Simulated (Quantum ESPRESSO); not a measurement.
# Strain and stress in Ag3Hf2NbTa2

Calculated results; nothing here was measured. They come from Quantum ESPRESSO 7.5, a public plane-wave density functional program. Each row is one single-point run on a made-up periodic cell of eight metal atoms, with elements, volume, strain and displacements drawn at random and not relaxed, so a cell may be unstable or far from any real phase. There is no spin polarisation or spin-orbit coupling.

Settings: PBE unless stated; PseudoDojo standard norm-conserving files; Fermi-Dirac width 0.25 eV, which means electrons at about 2900 K; cutoff 1116 eV; 5 x 5 x 4 k mesh shifted half a step off Gamma. E is the free energy of the whole cell (internal energy minus TS), so a -TS column is already part of it. Stress is positive in tension, and the pressure P is minus a third of its trace.

Checks: one run of this series was repeated at a higher cutoff and on a denser mesh, which moved values by no more than 0.004 eV, 0.10 GPa and 0.006 eV/Å, and a second program with other atomic files agreed on it to 2 % rms in force and 0.5 GPa in pressure. Known limits: heavy elements are run without spin-orbit coupling, which real alloys of them have; a spin test at this wide smearing found no moment, but such smearing suppresses magnetism that the real alloy may have.

The lattice is face-centred cubic, and the cell vectors in Å are (-2.053, -4.089, -2.116); (-4.071, 2.089, 1.992); (-0.088, 4.017, -3.999), a volume of 135.08 Å³ in run 3. The elements on sites 1 to 8 are Nb Ag Hf Ag Ag Hf Ta Ta. Each run adds a shear e (the xy component of the symmetric strain tensor) to one drawn cell, with the atoms carried along. E is counted from run 3.

| run | e (%) | s_xx (GPa) | s_yy (GPa) | s_zz (GPa) | s_xy (GPa) | P (GPa) | E (meV) |
|---|---|---|---|---|---|---|---|
| 1 | -1.63 | -23.54 | -22.61 | -22.00 | -2.70 | 22.72 | 38.2 |
| 2 | -0.50 | ? | ? | ? | ? | ? | ? |
| 3 | -0.20 | -23.19 | -22.35 | -21.85 | -0.04 | 22.46 | 0.0 |
| 4 | 0.55 | -23.15 | -22.36 | -21.79 | 1.34 | 22.43 | 8.9 |
| 5 | 0.78 | -23.16 | -22.38 | -21.77 | 1.76 | 22.43 | 15.5 |
| 6 | 2.00 | -23.35 | -22.64 | -21.67 | 3.98 | 22.55 | 81.2 |
| 7 | 2.39 | -23.47 | -22.78 | -21.65 | 4.69 | 22.63 | 112.9 |

## Worked fit

A parabola through the runs shown gives s_xy = 0.33 + 1.844 e - 0.008 e² GPa with e in per cent, an error of 0.001 on the linear term and a scatter of 0.00 GPa. The atoms are clamped and the cell is already under stress, so the slope belongs to this path and is not an elastic constant of a real alloy.

## Withheld run

Question: what s_xy should run 2 give?

The fit gives -0.59 ± 0.01 GPa. The calculation gave -0.59 GPa.
